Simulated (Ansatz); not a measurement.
Here is the system:

In₂O₃:
```
CELL_PARAMETERS angstrom
      2.75434     1.59022     4.85448
     -2.75434     1.59022     4.85448
      0.00000    -3.18044     4.85448
ATOMIC_POSITIONS crystal
  In 0.14293 0.14293 0.14293
  In 0.85707 0.85707 0.85707
  In 0.35707 0.35707 0.35707
  In 0.64293 0.64293 0.64293
  O  0.54659 0.25000 0.95341
  O  0.45341 0.75000 0.04659
  O  0.95341 0.54659 0.25000
  O  0.04659 0.45341 0.75000
  O  0.25000 0.95341 0.54659
  O  0.75000 0.04659 0.45341
```

This is the r²SCAN-relaxed structure. Tensor components refer to the Cartesian frame of this cell.

Question: All from plane-wave PAW r²SCAN (Ansatz code), unless another level is named. Predict the Hill bulk and shear moduli.

Answer: 176 and 68.5 GPa.

Question: And the highest zone-centre frequency (without LO–TO term)?

Answer: 610 cm⁻¹.

Question: Give the elastic constants (relaxed ions, GPa).

Answer: C11 = 299, C12 = 157, C13 = 119, C14 = 8.2, C33 = 226, C44 = 66.3.

Space group R-3c (corundum). The first step of the workflow began from a Materials Project structure, measured or hypothetical; the Crystallography Open Database files this formula in space group No. 167, but the cells were not matched. It is not the phase usual at ambient conditions (space group No. 206). The r²SCAN relaxation kept the symmetry of its start; its stability against distortions is not shown here.

Potentials: the earlier of the program's two PAW sets.
